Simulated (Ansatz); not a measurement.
Trial structure of KP2, not yet relaxed:

```cif
data_structure
_symmetry_space_group_name_H-M 'P 1'
_symmetry_Int_Tables_number 1
_cell_length_a 4.5825
_cell_length_b 4.5825
_cell_length_c 6.0111
_cell_angle_alpha 90.000
_cell_angle_beta 90.000
_cell_angle_gamma 120.000
_cell_volume 109.32
loop_
_atom_site_label
_atom_site_type_symbol
_atom_site_fract_x
_atom_site_fract_y
_atom_site_fract_z
_atom_site_occupancy
K1 K 0.00000 0.00000 0.00000 1
P1 P 0.33333 0.66667 0.68599 1
P2 P 0.66667 0.33333 0.31401 1
```

Computed with DFT PBE+D3(BJ), scalar-relativistic, plane waves, PAW in Ansatz 0.2.0. Settings: cutoff 420 eV, Γ-centred mesh 6×6×4 on the computed 3-atom cell, Gaussian smearing of 0.10 eV; no spin polarisation.

Energies over the elements count from the elements' standard structures at the same level, with no fitted energy shifts. The references include black phosphorus.

Question: Estimate its pressure, forces and energy as it stands.

Answer: The pressure is -5.7 GPa (the mean over three directions, positive in compression), the largest force is 2.40 eV/Å, and the energy is +1.39 eV/atom against the elements. The shortest distance is 3.25 Å.

Question: How much does it gain on relaxing, and where does it end?

Answer: Relaxing gains about 1.6 eV/atom (the start's value is from the coarse mesh, so the gain is rough) in 16 ionic steps and ends at −0.16 eV/atom on the finer mesh. The symmetry stays P-3m1 (No. 164). The volume per atom shrinks by 36.5 %, from 36.4 to 23.2 Å³. The shortest distance goes from 3.25 Å (K–P) to 2.34 Å (P–P). The ratio c/a of the conventional cell changes by a factor of 1.10. Conventional cell: a = 3.811 Å, c = 5.521 Å. K is surrounded by 6 P at 3.23 Å, 6 K at 3.81 Å and 6 P at 3.85 Å; P is surrounded by 3 P at 2.34 Å and 3 K at 3.23 Å.

The last run used a 12×12×8 mesh (in the run's order of axes) for its 3-atom cell and Gaussian smearing of 0.10 eV. An odd number of electrons in the primitive cell allows no gap without spin; a larger cell or a magnetic state could open one. The cell is a metal run without spin; a magnetic state may lie lower. The relaxation can't lower the symmetry of the start. A structure relaxed within its symmetry needn't be a true minimum.
